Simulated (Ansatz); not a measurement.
Ba$_{2}$H$_{6}$Os:
```
Ba2H6Os
1.0
    0.00000     4.02818     4.02818
    4.02818     0.00000     4.02818
    4.02818     4.02818     0.00000
Ba H Os
2 6 1
Direct
  0.75000   0.75000   0.75000
  0.25000   0.25000   0.25000
  0.78500   0.78500   0.21500
  0.21500   0.21500   0.78500
  0.21500   0.78500   0.78500
  0.78500   0.21500   0.21500
  0.78500   0.21500   0.78500
  0.21500   0.78500   0.21500
  0.00000   0.00000   0.00000
```

Relaxed with r²SCAN.

Question: Give the Bader charges and basin volumes of the independent atoms, DFT-r²SCAN in the program Ansatz with PAW potentials.

Answer: 

| atom | Bader charge (e) | Bader volume (Å³) |
|---|---|---|
| Ba1 | +1.45 | 26.4 |
| H3 | -0.50 | 9.8 |
| Os9 | +0.08 | 19.2 |

Space group Fm-3m. The workflow started from a Materials Project entry (that database holds measured and hypothetical structures alike); the Crystallography Open Database copy checked does not list it. Whether it is the stable phase at ambient conditions was not checked. Symmetry was held in the r²SCAN relaxation; whether a distortion lowers the energy is not shown. No spin polarisation was allowed. Spin–orbit coupling is left out wherever it is not named.

Potentials: the later of the program's two PAW sets.
